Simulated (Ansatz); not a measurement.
Input and command of a plane-wave DFT calculation in Ansatz:

```yaml
crystal:
  lattice:
    - [2.7513778946, 0.0, 0.0]
    - [-1.3756889473, 2.3827631521, 0.0]
    - [0.0, 0.0, 4.46229]
  atoms:
    - { symbol: Ir, position: [0.5975404375, 0.5221897036, 0.75] }
    - { symbol: Ir, position: [0.3333333333, 0.6666666667, 0.25] }
basis:
  ecutwfc: 500
kpoints:
  mp_grid: { grid: [18, 18, 12] }
hamiltonian:
  xc: r2scan
scf:
  occupations: { method: gaussian, width: 0.15 }
output:
  forces: true
  stress: true
  eigenvalues: true
```

```bash
ansatz run input.yaml --threads 1 --pin off --max-ram 2560MiB --backend cpu --events-out ev --progress --plain --runs-dir out
```

Processor: AMD EPYC 7R43 64-Core Processor (Zen 3), 1 thread, on a host shared with other jobs.

Q: How long does it run, and how much memory does it take?

A: About 57 s on 1 thread of AMD EPYC 7R43 64-Core Processor (Zen 3), with other jobs on the host, peak memory 1 GiB. It solves 21 bands at 1148 k points (the mesh reduced by the symmetry that the task leaves, which can be less than the crystal's) with about 713 plane waves, in 7 SCF iterations.
